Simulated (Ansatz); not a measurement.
**Phases of Hg at 26 GPa**

Structure types of Hg are relaxed in primitive cells with their symmetry kept at 26 GPa, first on PAW files, then by LAPW. The enthalpy is E + pV at zero temperature, without zero-point motion. Only the types listed were tried, and differences under about 5 meV/atom are mesh noise. Not among the end structures: fcc, which may lie lower.

Level of theory: DFT with LDA, scalar-relativistic, in Ansatz 0.2.0; Fermi–Dirac smearing of 0.05 eV, no spin polarisation. LAPW: all electrons, basis error target 0.5 meV/atom; PAW: frozen-core files, cutoff 420 eV.

k meshes: bcc 16×16×16, hcp 15×15×8, diamond 12×12×12, omega 8×8×11, beta tin 16×16×16.

Spin–orbit coupling is left out, which matters for the heavy atoms. The PAW files were made under PBE.

```tsv
start type	ends as	a, b, c (Å)	V (Å³/atom)	H − H(lowest), LAPW (meV/atom)
bcc	bcc, Im-3m	3.288, 3.288, 3.288	17.78	46.1
hcp	hcp, P6_3/mmc	2.877, 2.877, 4.892	17.54	0.0
diamond	diamond, Fd-3m	5.773, 5.773, 5.773	24.05	1533.7
omega	omega, P6/mmm	4.753, 4.753, 2.749	17.93	?
beta tin	beta tin, I4_1/amd	5.245, 5.245, 2.725	18.74	?
```

Q: What belongs in the row "beta tin", column "H − H(lowest), LAPW (meV/atom)"?

A: 190.2.

Q: Fill in "H − H(lowest), LAPW (meV/atom)" for the row "omega".

A: 65.4.

Q: Split the lead of hcp over bcc into energy and pV.

A: For bcc less hcp: ΔE = +7.7 meV/atom, and p·ΔV = 26 GPa × +0.2365 Å³ × 6.242 meV/(GPa·Å³) = +38.4 meV/atom, together 46.1 meV/atom. hcp wins on both counts.
